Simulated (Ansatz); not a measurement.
Input:

AgW:
```cif
data_Ag2W2
_chemical_formula_sum 'W2 Ag2'
_space_group_name_H-M_alt 'Pmma'
_space_group_IT_number 51
_space_group_name_Hall '-P 2a 2a'
_cell_length_a 4.58749
_cell_length_b 2.70188
_cell_length_c 5.15071
_cell_angle_alpha 90.000
_cell_angle_beta 90.000
_cell_angle_gamma 90.000
loop_
_atom_site_label
_atom_site_type_symbol
_atom_site_symmetry_multiplicity
_atom_site_Wyckoff_symbol
_atom_site_fract_x
_atom_site_fract_y
_atom_site_fract_z
_atom_site_occupancy
W1 W 2 e 0.75000 0.00000 0.13404 1
Ag1 Ag 2 f 0.25000 0.50000 0.36149 1
```

This is the PBEsol-relaxed structure.

Q: All from plane-wave PAW PBEsol (Ansatz code), unless another level is named. Give the highest zone-centre frequency.

A: 26.1 meV.

Q: Predict the bulk modulus (Birch–Murnaghan fit).

A: 206 GPa.

The start of the workflow was typed in or built on a structure type; neither database checked (COD, Materials Project) lists it. Its standing as an ambient phase is unchecked. The cell was relaxed with PBEsol under the symmetry of its start. At this level the phase is dynamically unstable (imaginary phonons). No spin polarisation was allowed. Its formation energy is positive at this level, so the cell may be metastable or incomplete. Scalar-relativistic: spin–orbit coupling is off unless named, which matters more the heavier the elements.

Potentials: the earlier of the program's two PAW sets. The files were generated under PBE; for other functionals the program regenerates the frozen cores, and for LDA and PBEsol the local potential too.
